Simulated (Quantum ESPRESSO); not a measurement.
Field gradients of ZnO from a PBE PAW density (pw.x of a modified build of Quantum ESPRESSO, JTH datasets) with the all-electron reconstruction of Petrilli and co-workers, 22.5 Ha, k-mesh 8×8×5 through Γ:

```
ZnO
1.0
    3.24931     0.00000     0.00000
   -1.62465     2.81398     0.00000
    0.00000     0.00000     5.20571
Zn O
2 2
Direct
  0.33333   0.66667   0.49907
  0.66667   0.33333   0.99907
  0.66667   0.33333   0.37994
  0.33333   0.66667   0.87994
```
The cell was made here from an entry of the Crystallography Open Database (unchecked): atoms relaxed with PBE in the measured cell (PBE without dispersion, pw.x of Quantum ESPRESSO, symmetry kept).  Stability against distortions was not tested.

Vzz is the sum of three terms, each taken along its main axis: the smooth valence density, the ions (nucleus and frozen core) with the augmentation charges of all other spheres, and the all-electron minus smooth density in the atom's own sphere. The split hangs on the datasets.  Cores are frozen. Against all-electron runs on small test molecules, this scheme's |Vzz| missed by +4 % on Zn, −2 to +6 % on O.

```csv
site,smooth valence density,ions and other spheres,own sphere,Vzz (a.u.)
"Zn (atoms 1, 2)",-0.001,0.000,…,…
"O (atoms 3, 4)",-0.007,0.001,…,…
```

### Question
Complete the blanks.

### Answer

- Zn (atoms 1, 2), own sphere: 0.052
- Zn (atoms 1, 2), Vzz (a.u.): 0.051
- O (atoms 3, 4), own sphere: -0.022
- O (atoms 3, 4), Vzz (a.u.): -0.028
